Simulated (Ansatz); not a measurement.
Relax this structure to zero stress and force, keeping its symmetry:

```xyz
4
Lattice="-2.1099 2.1099 4.0948 2.1099 -2.1099 4.0948 2.1099 2.1099 -4.0948" Properties=species:S:1:pos:R:3 pbc="T T T"
Zn    0.0000    2.1099    2.0474
Zn    2.1099    0.0000    2.0474
Zn    0.0000    0.0000    4.0948
In    0.0000    0.0000    0.0000
```

Theory: DFT r2SCAN, scalar-relativistic, plane waves, PAW (Ansatz).

Settings: cutoff 500 eV, Γ-centred mesh 14×14×14 on the computed 4-atom cell, Gaussian smearing of 0.10 eV; no spin polarisation.

Task: What does it relax to?

Result: The volume falls by 1.09 Å³/atom to 17.14 Å³/atom, and the energy falls by 15.8 meV/atom. Final structure:
```xyz
4
Lattice="-2.0431 2.0431 4.1060 2.0431 -2.0431 4.1060 2.0431 2.0431 -4.1060" Properties=species:S:1:pos:R:3 pbc="T T T"
Zn    0.0000    2.0431    2.0530
Zn    2.0431    0.0000    2.0530
Zn    0.0000    0.0000    4.1060
In    0.0000    0.0000    0.0000
```

Course of the relaxation (steps run on the plane waves of an earlier cell, and the basis is chosen afresh near the end, so energy and pressure can step there; trial steps that raised the energy were taken back; energies are free energies):

```json
{"step": "1", "E − E_final (meV/atom)": "15.8", "P (GPa)": "-3.65", "V (Å³/atom)": "18.23"}
{"step": "2", "E − E_final (meV/atom)": "1.8", "P (GPa)": "1.67", "V (Å³/atom)": "16.76"}
{"step": "3", "E − E_final (meV/atom)": "-0.1", "P (GPa)": "-0.13", "V (Å³/atom)": "17.17"}
{"step": "4", "E − E_final (meV/atom)": "-0.2", "P (GPa)": "-0.01", "V (Å³/atom)": "17.14"}
{"step": "5", "E − E_final (meV/atom)": "0.0", "P (GPa)": "-0.03", "V (Å³/atom)": "17.14"}
```